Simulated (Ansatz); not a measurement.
MgS in space group P4_2/mnm (No. 136; Mg on 4g, S on 4f), PBE in the plane-wave PAW code Ansatz. The conduction-band minimum lies at Γ, with 1 equivalent valley. Second derivatives d²E/dk² of the lowest band at one valley (eV·Å²), along Cartesian directions:

```tsv
direction	d²E/dk²
[100]	27.70
[010]	27.70
[001]	28.16
[110]	27.71
[101]	27.93
[011]	27.93
```

Task: Find the principal effective masses, the density-of-states mass and the conductivity mass.

Result: Off-diagonal terms follow from H_xy = H[110] − (H_xx + H_yy)/2, and m*/mₑ = 7.620 eV·Å² over each eigenvalue: 0.27, 0.27, 0.28. One valley's DOS mass (m₁m₂m₃)^(1/3) = 0.27, conductivity mass 3/(Σ 1/mᵢ) = 0.27 mₑ.

Task: What effective density of states Nc follows at 300 K for parabolic valleys?

Result: Nc = 2.509e19 × 1 × (0.27)^(3/2) ≈ 3.5e18 cm⁻³.

The start of the workflow was typed in or built on a structure type; neither database checked (COD, Materials Project) lists it. COD files the formula under space group No. 225. Its standing as an ambient phase is unchecked. The PBE relaxation kept the symmetry of its start; whether a distortion lowers the energy is not shown.

Potentials: the earlier of the program's two PAW sets.

Edges and masses are those of Kohn–Sham bands, whose gap is no quasiparticle gap.
